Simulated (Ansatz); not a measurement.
Level of theory: Ansatz, DFT PBE, scalar-relativistic, plane waves, PAW. All cells share a 420 eV cutoff and Γ-centred k meshes spaced about 0.3 Å⁻¹ or finer (0.25 for metals, 2π included). These runs have no spin polarisation.

All energies are static (0 K, no zero-point motion).

Two relaxed structures of Mg2Ti3O3:

A.

```
Mg Ti O
1.0
     2.83933   -3.11318    0.00000
     2.83933    3.11318    0.00000
     0.00000    0.00000    7.76216
Mg Ti O
2 3 3
Direct
  0.00000 0.50000 0.00000
  0.50000 0.00000 0.00000
  0.00000 0.00000 0.50000
  0.50000 0.50000 0.32084
  0.50000 0.50000 0.67916
  0.70096 0.29904 0.50000
  0.29904 0.70096 0.50000
  0.00000 0.00000 0.00000
```

B.

```
Mg Ti O
1.0
     3.24048    0.00000    0.00000
     0.00000    3.24048    0.00000
     0.00000    0.00000    9.45583
Mg Ti O
2 3 3
Direct
  0.50000 0.50000 0.50000
  0.00000 0.00000 0.00000
  0.00000 0.00000 0.26645
  0.00000 0.00000 0.73355
  0.50000 0.50000 0.00000
  0.50000 0.50000 0.29119
  0.50000 0.50000 0.70881
  0.00000 0.00000 0.50000
```

Problem. Which is lower in energy, and by how much?

Solution. B is lower, by 44 meV/atom. A has space group Cmmm (No. 65), 17.2 Å³/atom and no gap on its mesh; B has space group P4/mmm (No. 123), 12.4 Å³/atom and no gap. Counting O atoms around Mg and Ti (those within 1.25 times the shortest such distance or 1.15 times the sum of covalent radii; a plus sign parts nearer from farther groups; the shortest distance is added where it is long for a bond; a slash parts the counts of unlike sites), A has Mg 2, Ti 2 and B has Mg 2+4/8 from 3.6 Å, Ti 2 from 2.8 Å/5. The denser one is the lower, and pressure would at first widen the difference. In A, Mg is surrounded by 2 O at 2.11 Å, 2 Mg at 2.84 Å, 2 Mg at 3.11 Å and 4 Ti at 3.26 Å; Ti on a site of symmetry mmm has 2 O at 1.86 Å; O on a site of symmetry m2m is surrounded by 3 Ti at 1.86–1.87 Å; 2 more sites not described. In B, around Mg on its first site lie 2 O at 1.97 Å, 4 O at 2.29 Å and 8 Ti at 3.18 Å; Ti on a site of symmetry 4mm has 5 O at 2.21–2.30 Å, 1 Mg at 2.52 Å and 4 Mg at 3.18 Å; around O on a site of symmetry 4mm lie 1 Mg at 1.97 Å and 4 Ti at 2.30 Å; 3 more sites not described. Both come from trial cells of a structure search, whose lowest cell (P1, 13.3 Å³/atom) lies 0.53 eV/atom below the lower of the two.

Trial moments fell under 0.15 μB along the way in P4/mmm; another start might hold them. Cells relaxed within their symmetry can be saddle points. Some types were kept out of the candidates beforehand, so the set may lack a known form.
